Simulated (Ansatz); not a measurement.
As (A7 type, space group R-3m)

```cif
data_As2
_chemical_formula_sum 'As2'
_space_group_name_H-M_alt 'P 1'
_space_group_IT_number 1
_cell_length_a 4.18523
_cell_length_b 4.18523
_cell_length_c 4.18523
_cell_angle_alpha 53.401
_cell_angle_beta 53.401
_cell_angle_gamma 53.401
loop_
_space_group_symop_operation_xyz
  'x, y, z'
loop_
_atom_site_label
_atom_site_type_symbol
_atom_site_fract_x
_atom_site_fract_y
_atom_site_fract_z
_atom_site_occupancy
As1 As 0.22600 0.22600 0.22600 1
As2 As 0.77400 0.77400 0.77400 1
```

The volume is varied about the relaxed value V₀ at fixed cell shape. The atoms relax within the cell's symmetry.

All values below come from r2SCAN+rVV10 (plane waves to 500 eV, PAW, scalar-relativistic; Ansatz, an electronic-structure program). k mesh 15×15×15 (Γ-centred), Fermi-Dirac smearing 0.05 eV. Energies are smeared free energies. With the shape held, the modulus is that of even scaling; a crystal free to change shape is softer. As was relaxed with its symmetry unable to fall. The zero of ΔE is the relaxed starting cell. The last digit holds for this mesh only.

| V (Å³/atom) | ΔE (meV/atom) |
|---|---|
| 19.723 | 44.7 |
| 20.271 | 24.4 |
| 20.819 | 10.6 |
| 21.367 | 2.6 |
| 21.915 | 0.0 |
| 22.463 | 2.4 |
| 23.011 | 9.2 |
| 23.559 | 19.9 |
| 24.106 | 34.1 |

### Question
What is the fitted pressure derivative B₀′?

### Answer
2.9.

### Question
What bulk modulus at fixed cell shape B₀ follows from a third-order Birch-Murnaghan fit?

### Answer
56.8 GPa.

(Under strain, the slope of the energy per volume gives the stress and its curvature an elastic modulus.)
